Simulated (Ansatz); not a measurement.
The relaxed structure here is a generated cell of Ti3Al: the first start was made by placing the elements on the sites of a structure type, and the end was not matched to a known phase here, so it may be hypothetical. Known forms of Ti3Al include space group No. 194.

The end point of a relaxation of Ti₃Al. Method: PBE (plane waves to 420 eV, PAW, scalar-relativistic; Ansatz, a quantum-chemistry and plane-wave program).

```
CELL_PARAMETERS angstrom
     -2.64083     2.64083     2.64083
      2.64083    -2.64083     2.64083
      2.64083     2.64083    -2.64083
ATOMIC_POSITIONS crystal
  Ti 0.00000 0.50000 0.50000
  Ti 0.50000 0.50000 0.00000
  Ti 0.50000 0.00000 0.50000
  Al 0.00000 0.00000 0.00000
```

Determine the symmetry and give the standard cell with its independent sites.

Space group Im-3m (No. 229); a = b = c = 5.282 Å, α = β = γ = 90.00°

```json
[
 {"atom": "Ti", "site": "6b", "symmetry": "4/mm.m", "x": "0.0000", "y": "0.0000", "z": "0.5000"},
 {"atom": "Al", "site": "2a", "symmetry": "m-3m", "x": "0.0000", "y": "0.0000", "z": "0.0000"}
]
```

This is the AFLOW prototype A3B_cI8_229_b_a (as in H3S).

Give the shortest distances between elements (the closest pairs, up to four, under 3.6 Å).

Ti–Ti 2.64 Å; Al–Ti 2.64 Å.

| Property | Result |
|---|---|
| Volume per atom | 18.42 Å³ |
| Band gap | zero (metallic) |

No spin polarisation in the result.

The run could not lose the symmetry of its start, so the end can be a saddle point.

All atoms sit on sites fixed by symmetry, so only the cell could relax.
